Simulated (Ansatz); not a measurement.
Task: Each is relaxed and computed with plane-wave PAW r²SCAN (Ansatz code). Which is the only one with a gap?
A) BiB, zinc blende
B) CrB, Cmcm (Cr on 4c, B on 4c)
C) BaB2Rh2, I4/mmm (Rh on 4d, Ba on 2a, B on 4e)
D) BW2, I4/mcm (B on 4a, W on 8h)

Result: A, BiB, zinc blende. BiB: gap 0.39 eV (direct); BaB2Rh2: metal; CrB: metal; BW2: metal. Constructed cells (a structure type filled with these elements, in neither database checked): BiB, zinc blende. Standing as an ambient phase not checked: BaB2Rh2, I4/mmm (Rh on 4d, Ba on 2a, B on 4e); CrB, Cmcm (Cr on 4c, B on 4c); BW2, I4/mcm (B on 4a, W on 8h). Began spin-polarised and lost the moments: CrB, Cmcm (Cr on 4c, B on 4c). All cells were relaxed under the symmetry of their starts (and spin orders); stability against distortions was not tested throughout. Rows with no word on spin ran without spin polarisation. Scalar-relativistic: spin–orbit coupling is off unless named, which matters more the heavier the elements.

Potentials: the later of the program's two PAW sets.
